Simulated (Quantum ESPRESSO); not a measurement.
# Band energies of InBi

```
InBi
1.0
    4.99537     0.00000     0.00000
    0.00000     4.99537     0.00000
    0.00000     0.00000     4.67599
In Bi
2 2
Direct
  0.50000   0.50000   0.00000
  0.00000   0.00000   0.00000
  0.50000   0.00000   0.41055
  0.00000   0.50000   0.58945
```

norm-conserving PBEsol (Quantum ESPRESSO, 70 Ry, with spin-orbit coupling); path ΓXMΓZRAZ,XR,MA; energies in eV from the Fermi level.

```csv
k (1/Å),point,band 56,band 57,band 58,band 59,band 60,band 61,band 62,band 63
0.00,Γ,0.32,0.73,0.73,1.62,1.62,3.24,3.24,3.34
0.25,,-0.40,0.25,0.25,1.72,1.72,2.36,2.36,2.99
0.50,,-0.93,1.19,1.19,1.50,1.50,1.54,1.54,3.05
0.63,X,-1.29,1.21,1.21,1.21,1.21,2.61,2.61,2.61
0.88,,-0.72,1.67,1.67,1.70,1.70,2.29,2.29,2.35
1.13,,0.21,0.80,0.80,0.97,0.97,1.47,1.47,1.67
1.26,M,0.13,0.94,0.94,0.94,0.94,1.05,1.05,1.05
1.48,,0.30,0.65,0.65,1.08,1.08,1.94,1.94,2.46
1.70,,-0.12,0.84,0.84,1.21,1.21,2.30,2.30,3.01
2.04,,0.00,0.79,0.79,1.62,1.62,3.05,3.05,3.23
2.15,Γ,0.32,0.73,0.73,1.62,1.62,3.24,3.24,3.34
2.26,,0.29,0.62,0.62,1.57,1.57,2.99,2.99,3.10
2.60,,-0.29,0.11,0.11,1.17,1.17,1.27,1.27,2.31
2.82,Z,-1.03,-0.80,-0.80,0.72,0.72,1.93,1.93,2.81
3.13,,-1.01,0.21,0.21,1.42,1.42,2.22,2.22,2.44
3.34,,-0.66,-0.27,-0.27,0.41,0.41,1.51,1.51,2.02
3.45,R,-0.83,0.00,0.00,0.00,0.00,1.63,1.63,1.63
3.66,,-1.52,0.82,0.82,1.06,1.06,2.91,2.91,3.12
3.87,,-2.93,2.62,2.62,2.75,2.75,4.96,4.96,5.17
4.08,A,-3.79,3.47,3.47,3.47,3.47,6.19,6.19,6.19
4.17,,-3.49,3.23,3.23,3.43,3.43,5.92,5.92,6.11
4.34,,-2.18,1.89,1.89,3.02,3.02,4.50,4.50,4.79
4.61,,-0.62,0.67,0.67,1.33,1.33,2.11,2.11,2.69
4.79,,-0.40,0.19,0.19,1.33,1.33,1.36,1.36,2.24
4.97,Z,-1.03,-0.80,-0.80,0.72,0.72,1.93,1.93,2.81
4.97,X,-1.29,1.21,1.21,1.21,1.21,2.61,2.61,2.61
5.16,,-1.39,1.79,1.79,1.79,1.79,2.31,2.31,2.31
5.45,,-1.04,0.43,0.43,0.43,0.43,2.17,2.17,2.17
5.64,R,-0.83,0.00,0.00,0.00,0.00,1.63,1.63,1.63
5.64,M,0.13,0.94,0.94,0.94,0.94,1.05,1.05,1.05
5.83,,-1.11,1.74,1.74,1.74,1.74,2.66,2.66,2.66
6.02,,-2.62,2.94,2.94,2.94,2.94,4.43,4.43,4.43
6.31,A,-3.79,3.47,3.47,3.47,3.47,6.19,6.19,6.19
```

A metal at this level: along this path bands 53, 54, 55, 56, 57, 58 cross the Fermi level.

Geometry relaxed with PBE+D3(BJ).
